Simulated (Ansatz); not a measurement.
Relaxed-ion elastic tensor of SiGe (CsCl type, Pm-3m) in GPa (Voigt order), plane-wave PAW r²SCAN (Ansatz code); density 5.03 g/cm³, 16.63 Å³ per atom.

```
52.0  88.8  88.8   0.0   0.0   0.0
88.8  52.0  88.8   0.0   0.0   0.0
88.8  88.8  52.0   0.0   0.0   0.0
 0.0   0.0   0.0  14.1   0.0   0.0
 0.0   0.0   0.0   0.0  14.1   0.0
 0.0   0.0   0.0   0.0   0.0  14.1
```

Question: Is the crystal mechanically stable?

Answer: No: the smallest eigenvalue of C is -36.8 GPa.

The cell is a constructed one: a structure type filled with these elements; neither database checked (COD, Materials Project) lists it. Its standing as an ambient phase is unchecked. Symmetry was held in the r²SCAN relaxation. At this level the phase is mechanically unstable. As this level gives no gap, shear constants depend on the k-mesh and smearing (Fermi–Dirac, 0.1 eV here). On the denser mesh and wider smearing of the elastic run this cell carries a stress of 0.4 GPa.

Potentials: the earlier of the program's two PAW sets.
